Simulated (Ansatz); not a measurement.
# Ti (hcp type) under strong compression

```
Ti
1.0
     2.93967    0.00000    0.00000
    -1.46983    2.54583    0.00000
     0.00000    0.00000    4.65436
Ti
2
Direct
  0.33333 0.66667 0.25000
  0.66667 0.33333 0.75000
```

The cell comes from a relaxation on PAW files under the same functional.

Its volume is scaled, and at each volume shape and atoms are relaxed on PAW files; all methods then take that cell.

Level of theory: DFT with PBE, scalar-relativistic, in Ansatz 0.2.0; a Γ-centred 15×15×8 k mesh, Fermi–Dirac smearing of 0.1 eV, no spin polarisation. LAPW: all electrons, basis error target 1 meV/atom; PAW: frozen-core files, cutoff 420 eV; crystal datasets: all electrons, by PAW datasets that the program makes for each cell; norm-conserving: pseudopotentials, cutoff 1155 eV; PAW (core large): files with a larger core, cutoff 420 eV.

Energies are extrapolated to zero smearing and count from the unscaled cell; pressure is positive in compression; gaps take the mesh and a band path. No temperature or zero-point motion is included.

| V/V0 | V (Å³/atom) | P LAPW (GPa) | ΔE LAPW (eV/atom) | P PAW − LAPW (GPa) | ΔE PAW − LAPW (meV/atom) | space group | shortest distance (Å) |
| --- | --- | --- | --- | --- | --- | --- | --- |
| 1.00 | 17.42 | -0.01 | 0.000 | 0.01 | 0.0 | P6_3/mmc | 2.880 |
| 0.92 | 16.02 | ? | ? | ? | ? | ? | ? |
| 0.84 | 14.63 | 26.2 | 0.197 | 0.01 | 0.1 | P6_3/mmc | 2.722 |
| 0.76 | 13.24 | 48.5 | 0.515 | 0.04 | 0.3 | P6_3/mmc | 2.641 |
| 0.68 | 11.84 | 79.9 | 1.064 | 0.05 | 0.7 | P6_3/mmc | 2.548 |
| 0.60 | 10.45 | 121.2 | 1.929 | -0.04 | 0.5 | P6_3/mmc | 2.361 |
| 0.52 | 9.06 | 189.9 | 3.248 | -0.18 | -0.4 | P6_3/mmc | 2.213 |
| 0.45 | 7.84 | 289.9 | 5.042 | -0.73 | -3.5 | P6_3/mmc | 2.109 |

Task: Fit the Vinet equation to the LAPW pressures shown (residuals weighted by 1/(|P| + 0.03·Pmax)), and predict the pressure of the withheld row.

Result: The fit gives V0 = 17.42 Å³/atom, B0 = 116 GPa and B0′ = 3.05. At 16.02 Å³/atom, x = (V/V0)^(1/3) = 0.9726, and P = 3·B0·(1 − x)/x²·exp[1.5·(B0′ − 1)·(1 − x)] = 10.99 GPa. The run itself gave 10.72 GPa (+2.4 % off) and ΔE = 0.042 eV/atom.

Task: At the smallest volume, how far do crystal datasets and norm-conserving and PAW (core large) lie from LAPW in pressure?

Result: crystal datasets: 0.00 GPa; norm-conserving: +1.05 GPa; PAW (core large): -0.73 GPa, on a LAPW pressure of 289.9 GPa.

Task: How do the Löwdin populations by LAPW change from the unscaled cell to the last row?

Result: Ti 3s 1.97 → 1.86, Ti 4s 0.91 → 0.43, Ti 3p 5.99 → 5.87, Ti 3d 3.01 → 3.80 electrons an atom. These are projections on the shells that the free atoms fill; 0.25 e a cell lies outside them at the start and 0.08 e at the end.
